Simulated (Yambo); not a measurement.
G0W0@PBEsol for MoSe2 (space group P6_3/mmc, No. 194) in Yambo (3×3×1 mesh, 7 Ry block, plasmon pole, screening fixed), without a terminator:

```
bands N in G  gap Γ → K (eV)  shift of the valence edge (eV)
------------  --------------  ------------------------------
190                    1.856                           0.646
288                    1.811                           0.275
420                    1.780                           0.069
```

Question: Extrapolate both columns to infinite N with E(N) = E∞ + A/N, test the form, and compare with the terminator.

Answer: From two points, E∞ = (N2 E2 − N1 E1)/(N2 − N1). The two largest N give 1.71 eV for the gap and -0.38 eV for the shift; the two smallest give 1.72 eV and -0.44 eV. For the gap the slopes A are 25 and 28 eV: the 1/N form holds. For the shift the slopes A are 210 and 190 eV: the 1/N form holds. With the Bruneval-Gonze terminator and 420 bands the run gives 1.74 eV and -0.12 eV, 0.02 eV and 0.26 eV from the extrapolated values: the terminator too is an estimate of the remainder. Block, mesh and the bands in W are held fixed.

The standard potential for Se keeps a d shell in the valence without the s and p states of that shell. In tests on such compounds this moved G0W0 gaps by up to about 0.9 eV, so absolute quasiparticle energies here are unreliable; differences between settings are what counts.

Spin-orbit coupling is included.

Geometry relaxed with PBE+D3(BJ); primitive cell a = b = 3.278 Å, c = 12.724 Å, α = β = 90.00°, γ = 120.00°.

A shift is the quasiparticle energy of the state minus its PBEsol energy.
